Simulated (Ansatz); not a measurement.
Relaxed polymorphs of Ga2O3. Computed with r2SCAN (plane waves to 500 eV, PAW, scalar-relativistic; Ansatz, a first-principles code). One row is withheld; estimate it from its structure type, its coordination and the trend of the others.

```json
[
 {"structure": "C2/m, mS20", "coordination": "–", "E − E(first row) (eV/atom)": "0.000", "V (Å³/atom)": "10.50", "gap (eV, no SOC)": "3.02"},
 {"structure": "P4/mbm, tP10", "coordination": "–", "E − E(first row) (eV/atom)": "0.85", "V (Å³/atom)": "9.45", "gap (eV, no SOC)": "0.00"},
 {"structure": "R-3c, hR10, corundum type", "coordination": "Ga 6, O 4", "E − E(first row) (eV/atom)": "[?]", "V (Å³/atom)": "[?]", "gap (eV, no SOC)": "[?]"},
 {"structure": "P-3m1, hP5", "coordination": "–", "E − E(first row) (eV/atom)": "0.179", "V (Å³/atom)": "10.60", "gap (eV, no SOC)": "3.12"},
 {"structure": "Pnma, oP20", "coordination": "–", "E − E(first row) (eV/atom)": "0.163", "V (Å³/atom)": "11.80", "gap (eV, no SOC)": "3.33"},
 {"structure": "R-3m, hR5", "coordination": "–", "E − E(first row) (eV/atom)": "0.185", "V (Å³/atom)": "11.03", "gap (eV, no SOC)": "3.33"},
 {"structure": "Pn-3m, cP10", "coordination": "–", "E − E(first row) (eV/atom)": "0.73", "V (Å³/atom)": "10.59", "gap (eV, no SOC)": "0.00"},
 {"structure": "Ia-3, cI80, bixbyite type", "coordination": "Ga 6 (octahedral) / 6, O 4", "E − E(first row) (eV/atom)": "0.034", "V (Å³/atom)": "9.94", "gap (eV, no SOC)": "3.26"}
]
```

Task: Some entries are withheld; supply them.

Result: 
- R-3c, hR10, corundum type, E − E(first row) (eV/atom): 0.018
- R-3c, hR10, corundum type, V (Å³/atom): 9.64
- R-3c, hR10, corundum type, gap (eV, no SOC): 3.57

The withheld cell: R-3c, hexagonal axes (No. 167), hR10, corundum type; a = b = 4.985 Å, c = 13.442 Å, α = β = 90.00°, γ = 120.00°; Ga 12c (0.000, 0.000, 0.145); O 18e (0.304, 0.304, 0.250). Coordination numbers (neighbours up to the widest gap in distance over summed covalent radii, below 1.35; n+m marks a second, longer set; metal–metal contacts left out).

Probably no minimum, since a slightly shaken restart fell lower: Pn-3m, cP10 (by 0.72 eV/atom, to R-3c). 2 runs with a doubtful electronic state, a coarser numerical grid, an end not at rest or a source that can't be used are left out. 2 generated cells of layers, chains or molecules, poorly bound without dispersion, are left out. Each run could gain symmetry but not lose that of its start, so entries can be saddle points. From databases, or of a type measured for this composition: C2/m, mS20; R-3c, hR10, corundum type; the others are generated cells (placed on structure types, drawn at random, substituted or restacked) that were not matched to a known phase here. Static energies at zero pressure. Each cell has its own k-point mesh; energy differences are given only to the digits this allows. No spin polarisation in the result. Gaps of cells over 8 atoms come from the SCF mesh and high-symmetry points alone.
